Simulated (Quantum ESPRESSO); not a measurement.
pw.x input (Quantum ESPRESSO 7.5; PBEsol, PseudoDojo standard norm-conserving files, scalar-relativistic):

```
&CONTROL
  calculation = 'scf'
  pseudo_dir = './pseudo'
  outdir = './out'
  tprnfor = .true.
  tstress = .true.
/
&SYSTEM
  ibrav = 0
  nat = 10
  ntyp = 4
  ecutwfc = 88.0
  ecutrho = 352.0
  occupations = 'smearing'
  smearing = 'fd'
  degauss = 0.002
  nbnd = 48
/
&ELECTRONS
  conv_thr = 1e-09
/
ATOMIC_SPECIES
Li 6.9400 Li.upf
F 18.9984 F.upf
K 39.0983 K.upf
Rh 102.9055 Rh.upf
CELL_PARAMETERS angstrom
  0.000000000000   4.005895000000   4.005895000000
  4.005895000000   0.000000000000   4.005895000000
  4.005895000000   4.005895000000   0.000000000000
ATOMIC_POSITIONS crystal
Li   0.500000000000   0.500000000000   0.500000000000
F   0.751990000000   0.248010000000   0.248010000000
F   0.248010000000   0.751990000000   0.751990000000
F   0.248010000000   0.751990000000   0.248010000000
F   0.751990000000   0.248010000000   0.751990000000
F   0.248010000000   0.248010000000   0.751990000000
F   0.751990000000   0.751990000000   0.248010000000
K   0.750000000000   0.750000000000   0.750000000000
K   0.250000000000   0.250000000000   0.250000000000
Rh   0.000000000000   0.000000000000   0.000000000000
K_POINTS automatic
6 6 6 0 0 0
```

End of the output:

```
     total energy              =    -664.18198691 Ry
     estimated scf accuracy    <       0.00000262 Ry
     total energy              =    -664.18198730 Ry
     estimated scf accuracy    <       0.00000004 Ry
     total energy              =    -664.18198731 Ry
     estimated scf accuracy    <          5.8E-09 Ry
[...]
     the Fermi energy is     6.9573 ev
!    total energy              =    -664.18198731 Ry
     estimated scf accuracy    <          8.0E-11 Ry
     smearing contrib. (-TS)   =      -0.00000000 Ry
     internal energy E=F+TS    =    -664.18198731 Ry
     The total energy is F=E-TS. E is the sum of the following terms:
     one-electron contribution =    -307.27739170 Ry
     hartree contribution      =     193.25487590 Ry
     xc contribution           =    -131.43354147 Ry
     ewald contribution        =    -418.72593005 Ry
     convergence has been achieved in  10 iterations
     Forces acting on atoms (cartesian axes, Ry/au):
     atom    1 type  1   force =     0.00000000   -0.00000000    0.00000000
     atom    2 type  2   force =    -0.00821711    0.00000000    0.00000000
     atom    3 type  2   force =     0.00821711    0.00000000   -0.00000000
     atom    4 type  2   force =     0.00000000   -0.00821711    0.00000000
     atom    5 type  2   force =     0.00000000    0.00821711    0.00000000
     atom    6 type  2   force =     0.00000000   -0.00000000   -0.00821711
     atom    7 type  2   force =     0.00000000    0.00000000    0.00821711
     atom    8 type  3   force =     0.00000000    0.00000000    0.00000000
     atom    9 type  3   force =    -0.00000000    0.00000000   -0.00000000
     atom   10 type  4   force =     0.00000000    0.00000000    0.00000000
     Total force =     0.020128     Total SCF correction =     0.000038
     Computing stress (Cartesian axis) and pressure
          total   stress  (Ry/bohr**3)                   (kbar)     P=       -5.79
  -0.00003936  -0.00000000  -0.00000000           -5.79       -0.00       -0.00
  -0.00000000  -0.00003936  -0.00000000           -0.00       -5.79       -0.00
  -0.00000000  -0.00000000  -0.00003936           -0.00       -0.00       -5.79
```
In a gapped system the printed Fermi energy is only some level inside the gap.

Spin-orbit coupling is not included.

Geometry of the Materials Project entry, not relaxed at this level.
